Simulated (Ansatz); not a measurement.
KTaO3:
```
CELL_PARAMETERS angstrom
      4.02321     0.00000     0.00000
      0.00000     4.02321     0.00000
      0.00000     0.00000     4.02321
ATOMIC_POSITIONS crystal
  K  0.50000 0.50000 0.50000
  Ta 0.00000 0.00000 0.00000
  O  0.00000 0.50000 0.00000
  O  0.50000 0.00000 0.00000
  O  0.00000 0.00000 0.50000
```

Relaxed with PBE. Special points in fractions of this cell's reciprocal vectors: Γ (0.000, 0.000, 0.000); X (0.000, 0.500, 0.000); M (0.500, 0.500, 0.000); R (0.500, 0.500, 0.500).

Task: List the band energies nearest the valence-band maximum at these points for PBE with spin–orbit coupling (plane waves, PAW; program Ansatz).

Result: In eV from the valence-band maximum; about four levels below and three above (degenerate sets whole), none deeper than 8.9 eV; points with the same levels are listed once.

```json
[
 {"k": "Γ", "below": "-0.58 -0.58 -0.58 -0.58", "above": "2.03 2.03 2.03 2.03"},
 {"k": "X", "below": "-0.91 -0.91 -0.78 -0.78", "above": "2.30 2.30 4.75 4.75"},
 {"k": "M", "below": "-1.38 -1.38 -0.04 -0.04", "above": "4.77 4.77 5.03 5.03"},
 {"k": "R", "below": "0.00 0.00 0.00 0.00", "above": "6.13 6.13 6.13 6.13"}
]
```

Space group Pm-3m (cubic perovskite). The PBE relaxation kept the symmetry of its start. The run is not spin-polarised.

Potentials: the earlier of the program's two PAW sets.
